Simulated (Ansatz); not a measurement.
A geometry of SiRu away from equilibrium: step 2 of the relaxation of a relaxed SiRu cell shaken by Gaussian noise of σ = 0.08 Å a coordinate. The numbers are results of r2SCAN (plane waves to 500 eV, PAW, scalar-relativistic; Ansatz, a quantum-chemistry and plane-wave program), not measurements. Γ-centred k-mesh 5×5×5 on the run's cell (coarser than for final values), Fermi–Dirac smearing 0.05 eV.

```xyz
8
Lattice="4.6774 0.0382 -0.0046 0.0382 4.6977 -0.0153 -0.0046 -0.0153 4.7093" Properties=species:S:1:pos:R:3:forces:R:3 pbc="T T T" free_energy=-26124.213 pressure_GPa=3.4
Ru     0.5755     0.6230     0.6056    0.4234    0.5180    0.3312
Ru     2.9568     1.8080     4.1440   -0.6528   -0.5715    0.0193
Ru     4.0689     3.0282     1.7767   -0.0966   -0.6293   -0.1755
Ru     1.7542     4.1149     2.9578   -0.5605    0.5796    0.6722
Si     3.8902     3.9745     3.9616    0.4585    0.2404    0.2512
Si     1.5507     3.1807     0.8365    0.5669   -0.7678   -0.9465
Si     0.7811     1.6323     3.1259   -0.0571   -0.1422    0.2599
Si     3.1170     0.7574     1.6524   -0.0819    0.7728   -0.4120
```

Positions in Å, forces in eV/Å, free energy of the cell in eV (comparable only within this code, potentials and settings). Largest force: 1.34 eV/Å, on Si6 (atoms numbered as listed); the geometry lies 0.02 eV/atom above the end of its relaxation.

No spin polarisation in the result.

The first start was generated by placing the elements on the sites of a structure type. Materials Project lists a structure of SiRu in the same space group, P2₁3 (No. 198); the sites were not compared with it, nor with measured phases.
